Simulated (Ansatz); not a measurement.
Cd(InTe2)2 (space group I-4)

```
CELL_PARAMETERS angstrom
     -3.07561     3.07561     6.14198
      3.07561    -3.07561     6.14198
      3.07561     3.07561    -6.14198
ATOMIC_POSITIONS crystal
  Cd 0.00000 0.00000 0.00000
  In 0.50000 0.50000 0.00000
  In 0.25000 0.75000 0.50000
  Te 0.42087 0.91952 0.06135
  Te 0.08048 0.14183 0.50136
  Te 0.85817 0.35953 0.93865
  Te 0.64047 0.57913 0.49864
```

The slice is a (001) plane (indices of the conventional cell) through the point (0.000, 0.000, 0.000) (fractional), spanned by u = [101] and v = [011] in vectors of this cell: u (6.15 Å) and v (6.15 Å, at 90° to u). It covers one period; positions are fractions (u, v).

The numbers are results of LDA (plane waves to 420 eV, PAW, scalar-relativistic; Ansatz, a first-principles code), not measurements. k mesh 8×8×8. Inside the PAW spheres the values are not all-electron values, and peaks at nuclei hang on which shells count as valence. Cd(InTe2)2 was relaxed with its symmetry unable to fall. Spin-orbit coupling is left out, though Te is heavy.

Q: Sketch the valence electron density on this plane as a map.

A: 
| v \ u | 0.00 | 0.11 | 0.21 | 0.32 | 0.43 | 0.54 | 0.64 | 0.75 | 0.86 | 0.96 |
|---|---|---|---|---|---|---|---|---|---|---|
| 0.96 | 1.3 | 0.5 | -0.8 | -1.4 | -1.7 | -1.8 | -1.6 | -1.1 | 0.0 | 1.2 |
| 0.86 | 0.1 | -0.4 | -0.9 | -1.2 | -1.4 | -1.5 | -1.4 | -1.1 | -0.6 | 0.0 |
| 0.75 | -1.0 | -1.1 | -1.0 | -1.0 | -1.0 | -1.0 | -1.1 | -1.0 | -1.0 | -1.0 |
| 0.64 | -1.5 | -1.5 | -1.2 | -0.8 | -0.3 | -0.1 | -0.6 | -1.0 | -1.2 | -1.5 |
| 0.54 | -1.8 | -1.7 | -1.2 | -0.5 | 0.7 | 0.9 | -0.1 | -1.0 | -1.5 | -1.8 |
| 0.43 | -1.8 | -1.5 | -1.1 | -0.6 | 0.5 | 0.7 | -0.3 | -1.1 | -1.5 | -1.8 |
| 0.32 | -1.4 | -1.2 | -1.0 | -0.9 | -0.6 | -0.5 | -0.8 | -1.1 | -1.3 | -1.4 |
| 0.21 | -0.8 | -0.9 | -1.0 | -1.1 | -1.2 | -1.2 | -1.1 | -1.0 | -1.0 | -0.8 |
| 0.11 | 0.6 | -0.1 | -0.9 | -1.4 | -1.6 | -1.6 | -1.3 | -1.0 | -0.4 | 0.5 |
| 0.00 | 1.4 | 0.6 | -0.8 | -1.4 | -1.8 | -1.8 | -1.5 | -1.0 | 0.1 | 1.3 |

Values: log₁₀ of the valence density in e/Å³. The scale is logarithmic, as a density can span decades between atoms and voids.
